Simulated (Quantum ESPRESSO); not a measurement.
# Band energies of Be₃N₂

```
CELL_PARAMETERS angstrom
      2.84168     0.00000     0.00000
     -1.42084     2.46097     0.00000
      0.00000     0.00000     9.74684
ATOMIC_POSITIONS crystal
  Be 0.33333 0.66667 0.07849
  Be 0.66667 0.33333 0.92151
  Be 0.66667 0.33333 0.57849
  Be 0.33333 0.66667 0.42151
  Be 0.00000 0.00000 0.25000
  Be 0.00000 0.00000 0.75000
  N  0.00000 0.00000 0.00000
  N  0.00000 0.00000 0.50000
  N  0.33333 0.66667 0.25000
  N  0.66667 0.33333 0.75000
```

norm-conserving PBEsol (Quantum ESPRESSO, 88 Ry, without SOC); path ΓMKΓALHA,LM,KH; energies in eV from the valence-band maximum.

```csv
k (1/Å),point,band 18,band 19,band 20,band 21,band 22,band 23,band 24,band 25
0.00,Γ,-0.49,-0.49,-0.40,0.00,0.00,6.09,7.08,7.71
0.55,,-1.76,-1.37,-1.26,-0.74,-0.57,6.44,6.96,7.51
1.28,M,-2.85,-2.23,-2.05,-1.45,-1.40,3.25,5.05,7.30
1.83,,-3.77,-3.24,-3.06,-2.65,-0.64,4.79,6.43,6.77
2.01,K,-3.39,-3.38,-3.09,-3.09,-0.58,5.25,6.18,6.18
2.57,,-3.60,-2.51,-2.23,-1.47,-0.95,5.26,7.26,7.36
3.30,,-0.64,-0.64,-0.43,-0.29,-0.09,6.29,7.26,7.97
3.49,Γ,-0.49,-0.49,-0.40,0.00,0.00,6.09,7.08,7.71
3.49,A,-1.05,-0.19,-0.19,-0.19,-0.19,6.74,6.74,8.03
3.65,,-1.17,-0.36,-0.36,-0.25,-0.25,6.85,6.85,8.14
4.29,,-2.69,-1.36,-1.36,-1.31,-1.31,5.55,5.55,7.36
4.76,L,-3.22,-2.06,-2.06,-1.74,-1.74,4.41,4.41,6.93
5.50,H,-4.38,-3.01,-3.01,-1.66,-1.66,5.94,5.94,6.67
6.09,,-3.13,-2.57,-2.57,-1.05,-1.05,6.42,6.42,7.31
6.53,,-1.67,-1.00,-1.00,-0.68,-0.68,7.03,7.03,8.16
6.98,A,-1.05,-0.19,-0.19,-0.19,-0.19,6.74,6.74,8.03
6.98,L,-3.22,-2.06,-2.06,-1.74,-1.74,4.41,4.41,6.93
7.30,M,-2.85,-2.23,-2.05,-1.45,-1.40,3.25,5.05,7.30
7.30,K,-3.39,-3.38,-3.09,-3.09,-0.58,5.25,6.18,6.18
7.62,H,-4.38,-3.01,-3.01,-1.66,-1.66,5.94,5.94,6.67
```

The PBEsol gap is indirect, 3.25 eV, from Γ to M; the smallest direct gap is 4.65 eV.

Geometry of the Materials Project entry, not relaxed at this level.

The structure is a Materials Project entry; no match was found in the copy of COD used, and its stability was not checked.
